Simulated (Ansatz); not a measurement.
This cell of BN (zinc blende) is off equilibrium:

```xyz
2
Lattice="0.0000 1.8124 1.8124 1.8124 0.0000 1.8124 1.8124 1.8124 0.0000" Properties=species:S:1:pos:R:3 pbc="T T T"
N      2.5960     2.5960     3.0652
B      0.0000     0.0000     0.0000
```

These are PBE (plane waves to 420 eV, PAW, scalar-relativistic; Ansatz, a first-principles code) values and carry that method's errors. k mesh 13×13×13 (Γ-centred), Fermi-Dirac smearing 0.05 eV. Energies are smeared free energies. Stress and pressure are positive under compression. BN was relaxed with its symmetry unable to fall.

**Question.** Predict the force on every atom, in eV/Å.

**Answer.** 
| atom | Fx | Fy | Fz |
|---|---|---|---|
| N1 | 7.823 | 7.823 | -8.044 |
| B2 | -7.823 | -7.823 | 8.044 |

**Question.** What is the stress tensor (GPa)?

**Answer.** 
```
   63.4     31.7    -34.7
   31.7     63.4    -34.7
  -34.7    -34.7     43.0
```
The pressure, a third of the trace, is 56.6 GPa.

**Question.** In it atom 1 sits (-0.123, -0.123, 0.347) Å away from its relaxed site. What is its energy relative to the relaxed cell?

**Answer.** 2174 meV/cell.

(For displaced atoms, the force is minus the slope of the energy, and its curvature is a force constant, which sets phonon frequencies.)
